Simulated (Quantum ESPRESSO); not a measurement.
```xyz
6
Lattice="3.9625 0.0000 0.0000 0.0000 3.9625 0.0000 0.0000 0.0000 20.2000" Properties=species:S:1:pos:R:3 pbc="T T T"
H      0.0000     1.9813     0.0000
H      1.9813     0.0000     0.0000
Ca     0.0000     0.0000     1.1890
Ca     1.9813     1.9813    -1.1890
I      1.9813     1.9813     2.7480
I      0.0000     0.0000    -2.7480
```

The layer was cut from Materials Project entry mp-24204 and relaxed with PBEsol in a cell 20.2 Å high, with the Coulomb interaction truncated along z.

What does norm-conserving PBEsol (Quantum ESPRESSO, 72 Ry, with spin-orbit coupling) give for the electronic structure near the Fermi level?

The PBEsol gap is 3.58 eV and nearly direct: the edges lie at 50 % of the way from Γ to X and Γ, the smallest direct gap within 0.02 eV of it. The valence-band maximum lies 6.25 eV below the vacuum level. 

This is a model layer cut from the bulk structure; whether it is stable on its own was not checked.
